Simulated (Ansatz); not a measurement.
Computed with DFT PBE, scalar-relativistic, plane waves, PAW (Ansatz). Settings: cutoff 420 eV, Γ-centred meshes spaced at most about 0.3 Å⁻¹, and about 0.25 Å⁻¹ or finer for metals (2π included), Gaussian smearing. No spin polarisation in the final relaxations.

These are static total energies at zero pressure. All come from trial cells, and lower structures may exist.

Question: Order these relaxed structures of TiAl₃F by energy, lowest first, with the energy over the lowest of them.
1.

Space group P4/mmm (No. 123). a = 2.945 Å, b = 2.945 Å, c = 10.582 Å, α = 90.00°, β = 90.00°, γ = 90.00°
```json
{"atom": "Ti", "site": "1d", "symmetry": "4/mmm", "x": "0.5000", "y": "0.5000", "z": "0.5000"}
{"atom": "Al", "site": "1a", "symmetry": "4/mmm", "x": "0.0000", "y": "0.0000", "z": "0.0000"}
{"atom": "Al", "site": "2h", "symmetry": "4mm", "x": "0.5000", "y": "0.5000", "z": "0.2462"}
{"atom": "F", "site": "1c", "symmetry": "4/mmm", "x": "0.5000", "y": "0.5000", "z": "0.0000"}
```

2.

Space group P6/mmm (No. 191). a = 5.555 Å, b = 5.555 Å, c = 3.854 Å, α = 90.00°, β = 90.00°, γ = 120.00°
| atom | site | symmetry | x | y | z |
| --- | --- | --- | --- | --- | --- |
| Ti | 1a | 6/mmm | 0.0000 | 0.0000 | 0.0000 |
| Al | 3f | mmm | 0.5000 | 0.0000 | 0.0000 |
| F | 1b | 6/mmm | 0.0000 | 0.0000 | 0.5000 |

3.

Space group Pm-3m (No. 221). a = 4.250 Å, b = 4.250 Å, c = 4.250 Å, α = 90.00°, β = 90.00°, γ = 90.00°
```json
{"atom": "Ti", "site": "1a", "symmetry": "m-3m", "x": "0.0000", "y": "0.0000", "z": "0.0000"}
{"atom": "Al", "site": "3c", "symmetry": "4/mm.m", "x": "0.0000", "y": "0.5000", "z": "0.5000"}
{"atom": "F", "site": "1b", "symmetry": "m-3m", "x": "0.5000", "y": "0.5000", "z": "0.5000"}
```

4.

Space group Cmmm (No. 65). a = 4.867 Å, b = 9.045 Å, c = 5.217 Å, α = 90.00°, β = 90.00°, γ = 90.00°
```json
{"atom": "Ti", "site": "2a", "symmetry": "mmm", "x": "0.0000", "y": "0.0000", "z": "0.0000"}
{"atom": "Al", "site": "4i", "symmetry": "m2m", "x": "0.5000", "y": "0.2135", "z": "0.0000"}
{"atom": "Al", "site": "2d", "symmetry": "mmm", "x": "0.0000", "y": "0.0000", "z": "0.5000"}
{"atom": "F", "site": "2b", "symmetry": "mmm", "x": "0.5000", "y": "0.0000", "z": "0.0000"}
```

Answer: 2 (0 meV/atom), 3 (114 meV/atom), 4 (516 meV/atom), 1 (659 meV/atom). Forms: 2 P6/mmm; 3 antiperovskite type, Pm-3m; 4 Cmmm; 1 P4/mmm. Counting Al or Ti atoms around F (for each partner element, those within 1.25 times its shortest distance or 1.15 times the sum of covalent radii, where it is the nearest in units of that sum or under 1.3; the shortest distance is added where it is long for a bond): cell 2 has F 2; cell 3 has F 6 from 2.1 Å; cell 4 has F 4; cell 1 has F 4.

Cells relaxed within their symmetry can be saddle points. Some types were kept out of the candidates beforehand, so the set may lack a known form.
